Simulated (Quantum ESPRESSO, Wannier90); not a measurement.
## MgO (rock salt), plane waves to Wannier functions

```xyz
2
Lattice="0.0000 2.0970 2.0970 2.0970 0.0000 2.0970 2.0970 2.0970 0.0000" Properties=species:S:1:pos:R:3 pbc="T T T"
Mg     0.0000     0.0000     0.0000
O      2.0970     2.0970     2.0970
```

Materials Project entry mp-1265; symmetrised, unrelaxed at this level. COD (Crystallography Open Database) has an entry of this formula and space group (matched by these alone). Level: LDA, no spin polarisation, no spin-orbit coupling; pw.x of Quantum ESPRESSO at 68 Ry with PseudoDojo potentials, 12×12×12 k-points, Wannier90. Density: 12×12×12 mesh, cold smearing 0.01 Ry.

A tight-binding model is made by disentanglement and projection with no localisation steps (num_iter = 0), so the 8 orbitals stay atom-like: hydrogen-like Mg: s;p; O: s;p, axes along x, y, z; frozen window up to 6.31 eV relative to the valence-band maximum. It follows pw.x to 0.5 meV rms for states up to 5.8 eV relative to the valence-band maximum. Matrix elements depend on this choice of orbitals and windows.

Task: What are the on-site energies relative to the valence-band maximum, and how fast do the hoppings decay?

Result: 
```tsv
atom	orbitals	energy (eV)
Mg1	s	10.69
Mg1	pz px py	15.25
O2	s	-14.66
O2	pz px py	-0.85
```

| distance of the centres (Å) | largest modulus (eV) |
|---|---|
| 2–3 | 2.5 |
| 3–4 | 0.052 |
| 4–5 | 0.60 |
| 5–6 | 0.049 |
| 6–7 | 0.072 |
| 7–8 | 0.011 |
| 8–9 | 0.0086 |
| 9–10 | 0.0032 |
| 10–11 | 0.0019 |
| 11–12 | 0.00071 |
| 12–13 | 0.00078 |
